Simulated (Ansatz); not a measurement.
## InPt$_{3}$: strain and displacement

```
In Pt
1.0
     3.98800    0.00000    0.00000
     0.00000    3.98800    0.00000
     0.00000    0.00000    3.98800
In Pt
1 3
Direct
  0.00000 0.00000 0.00000
  0.50000 0.50000 0.00000
  0.00000 0.50000 0.50000
  0.50000 0.00000 0.50000
```

Atoms are numbered in the order listed.

The cell is COD entry 9009698, as deposited and not checked against the literature; nothing was relaxed.

Spin polarisation is left out, and whether a magnetic state lies lower isn't shown here.

No spin–orbit coupling, which matters for the heavy atoms here.

All numbers below come from DFT, PBEsol, all-electron LAPW, scalar-relativistic in Ansatz 0.2.0.

The runs use a Γ-centred 10×10×10 k mesh, Fermi–Dirac smearing of 0.05 eV, basis error target 0.5 meV/atom, no spin polarisation.

The unchanged cell is at 0.84 GPa.

In a metal, stresses and small energies carry noise from the k mesh.

x, y and z are the Cartesian axes of the cell as listed; fractional coordinates follow a strain, and an engineering shear is twice the off-diagonal strain component.

With this change (equal xy, yz and zx engineering shear strains of -2 %), what becomes of the energy and stress?

Energy change +6 meV/atom; stress change (xx, yy, zz, yz, xz, xy) 0.32, 0.32, 0.32, 1.89, 1.89, 1.89 GPa, compression positive.

With this change (equal xy, yz and zx engineering shear strains of -1 %), what becomes of the energy and stress?

Energy change +1 meV/atom; stress change (xx, yy, zz, yz, xz, xy) 0.08, 0.08, 0.08, 0.96, 0.96, 0.96 GPa, compression positive.

With this change (equal xy, yz and zx engineering shear strains of +1 %), what becomes of the energy and stress?

Energy change +1 meV/atom; stress change (xx, yy, zz, yz, xz, xy) 0.08, 0.08, 0.08, -0.99, -0.99, -0.99 GPa, compression positive.

With this change (equal xy, yz and zx engineering shear strains of +2 %), what becomes of the energy and stress?

Energy change +6 meV/atom; stress change (xx, yy, zz, yz, xz, xy) 0.33, 0.33, 0.33, -2.01, -2.01, -2.01 GPa, compression positive.
